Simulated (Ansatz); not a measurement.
SrO:
```
SrO
1.0
    0.00000     2.59751     2.59751
    2.59751     0.00000     2.59751
    2.59751     2.59751     0.00000
Sr O
1 1
Direct
  0.50000   0.50000   0.50000
  0.00000   0.00000   0.00000
```

Relaxed with PBE. Special points in fractions of this cell's reciprocal vectors: Γ (0.000, 0.000, 0.000); X (0.500, 0.000, 0.500); U (0.625, 0.250, 0.625); K (0.375, 0.375, 0.750); L (0.500, 0.500, 0.500); W (0.500, 0.250, 0.750).

Question: List the band energies nearest the valence-band maximum at these points for PBE with spin–orbit coupling in the plane-wave PAW code Ansatz.

Answer: In eV from the valence-band maximum; about four levels below and three above (degenerate sets whole), none deeper than 8.9 eV; points with the same levels are listed once.

```
k                    below                          above
-  -----------------------  -----------------------------
Γ      0.00 0.00 0.00 0.00  3.77 3.77 6.16 6.16 6.16 6.16
X  -0.15 -0.15 -0.08 -0.08            3.31 3.31 7.59 7.59
U  -0.57 -0.57 -0.50 -0.50            4.75 4.75 7.74 7.74
L  -1.08 -1.08 -1.07 -1.07            6.43 6.43 8.16 8.16
W  -0.50 -0.50 -0.43 -0.43            5.94 5.94 5.94 5.94
```

Space group Fm-3m (rock salt). Symmetry was held in the PBE relaxation.

Potentials: the earlier of the program's two PAW sets.
